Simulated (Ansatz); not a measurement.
RbBr:
```
CELL_PARAMETERS angstrom
      4.12798     0.00000     0.00000
      0.00000     4.12798     0.00000
      0.00000     0.00000     4.12798
ATOMIC_POSITIONS crystal
  Rb 0.00000 0.00000 0.00000
  Br 0.50000 0.50000 0.50000
```

DFT-r²SCAN in the program Ansatz with PAW potentials gives a gap of 4.82 eV without spin–orbit coupling, maximum at M, minimum at Γ.

Problem. What happens when spin–orbit coupling is switched on?

Solution. The gap shrinks by 0.03 eV, to 4.79 eV; maximum at M, minimum at Γ.

Problem. Give the electron effective mass with spin–orbit coupling.

Solution. 0.33 mₑ (isotropic).

Problem. Give the hole effective mass with spin–orbit coupling.

Solution. 0.53, 3.9, 3.9 mₑ (principal values).

Space group Pm-3m (CsCl type). The workflow started from a Materials Project entry (that database holds measured and hypothetical structures alike); the Crystallography Open Database copy checked does not list it. COD files the formula under space group No. 225. Whether it is the stable phase at ambient conditions was not checked. Symmetry was held in the r²SCAN relaxation; its stability against distortions is not shown here.

Potentials: the later of the program's two PAW sets.
